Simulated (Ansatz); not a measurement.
**ZrC: computed property card**

ZrC:
```
CELL_PARAMETERS angstrom
      3.33314     0.00000     0.00000
     -1.66657     2.88658     0.00000
      0.00000     0.00000     5.18844
ATOMIC_POSITIONS crystal
  Zr 0.33333 0.66667 0.25000
  Zr 0.66667 0.33333 0.75000
  C  0.00000 0.00000 0.00000
  C  0.00000 0.00000 0.50000
```

Space group P6_3/mmc (No. 194), NiAs type; conventional cell a = 3.333 Å, b = 3.333 Å, c = 5.188 Å, α = 90.00°, β = 90.00°, γ = 120.00°.

Method: LDA in the plane-wave PAW code Ansatz. The cell and atoms are relaxed at this level. Other levels are named where they apply.

Cell and energy:

```yaml
volume_per_atom: 12.48 Å³
density: 6.87 g/cm³
Formation energy from the elements (no fitted shifts): -0.76 eV/atom
```

Electronic structure:

```yaml
electronic_character: metallic (no gap)
Density of states at the Fermi level: 0.13 states/eV per atom (mean over ±0.08 eV)
```

Mechanics:

```yaml
Bulk modulus (Birch–Murnaghan fit): 244 GPa
Pressure derivative B′: 4.1
Elastic constants (relaxed ions, GPa): C11 = 427, C12 = 135, C13 = 180, C33 = 358, C44 = 192
mechanical_stability: stable (all eigenvalues of C positive)
hill_bulk_and_shear_moduli: 245 and 149 GPa
Young's modulus: 371 GPa
Poisson's ratio: 0.25
debye_temperature_from_the_elastic_constants: 663 K
```

Phonons:

```yaml
highest_zone_centre_frequency: 641 cm⁻¹
zone_centre_stability: no imaginary mode at Γ
```

The first step of the workflow began from a Materials Project structure, measured or hypothetical; the Crystallography Open Database copy checked does not list it. It is not the phase usual at ambient conditions (space group No. 225). The cell was relaxed with LDA under the symmetry of its start. The run is not spin-polarised. As this level gives no gap, shear constants depend on the k-mesh and smearing (Fermi–Dirac, 0.1 eV here). As this level gives no gap, phonon frequencies hold no LO–TO term and depend on the k-mesh and smearing (Fermi–Dirac, 0.1 eV here). On the denser mesh and wider smearing of the elastic run this cell carries a stress of 0.6 GPa. The references are the lowest solids computed at this level, not always the standard phases. Spin–orbit coupling is left out wherever it is not named.

Potentials: the later of the program's two PAW sets.
